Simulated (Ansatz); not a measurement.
Is this MgSnO₂ structure a true minimum?

The structure comes from a proposed guess, relaxed at this level; another structure or a mixture of phases may lie lower.

These are results of DFT PBE, scalar-relativistic, plane waves, PAW in Ansatz, not measurements. Plane waves to 420 eV, a k mesh through Γ of 8×8×6 on the computed 4-atom cell and Gaussian smearing (0.02 eV); no spin polarisation.

The cell below (4 atoms, space group P4mm (No. 99)) is relaxed within its symmetry.

```xyz
4
Lattice="3.9001 0.0000 0.0000 0.0000 3.9001 0.0000 0.0000 0.0000 5.2765" Properties=species:S:1:pos:R:3 pbc="T T T"
Mg    1.9501    1.9501    4.7537
Sn    0.0000    0.0000    1.0448
O     0.0000    1.9501    5.2265
O     1.9501    0.0000    5.2265
```

For the test a repeat of it with 8 atoms (edges 3.90, 5.28, 7.80 Å) was strained at random (σ = 1.5 % a component), the atoms were moved at random (σ = 0.15 Å), and all was relaxed again on a coarse 4×4×2 mesh (in the run’s order of axes) with 0.10 eV smearing, with no symmetry imposed.

Weakly bound directions are ill-defined at this level, which has no dispersion term.

Question: What happens?

Answer: It doesn't return. The energy falls by 86 meV/atom on that mesh, the volume changes by -12.2 %, and the end has space group I4mm (No. 107) at a loose tolerance. Relaxed again on a 10×10×10 mesh with 0.02 eV smearing, the new structure lies 86 meV/atom below the first (mesh in the axes of the run's cell; the cell below is made exact in the group named). Space group I4mm (No. 107), tetragonal, a = 3.873 Å, c = 9.403 Å. Mg is surrounded by 4 O at 2.04 Å and 5 Sn at 3.03–3.21 Å; around Sn lie 4 O at 2.20 Å and 5 Mg at 3.03–3.21 Å; O has 2 Mg at 2.04 Å and 2 Sn at 2.20 Å.

```xyz
4
Lattice="-1.9367 1.9367 4.7015 1.9367 -1.9367 4.7015 1.9367 1.9367 -4.7015" Properties=species:S:1:pos:R:3 pbc="T T T"
Mg    0.0000    0.0000    5.4335
Sn    0.0000    0.0000    8.4685
O     1.9367    0.0000    0.0995
O     0.0000    1.9367    0.0995
```
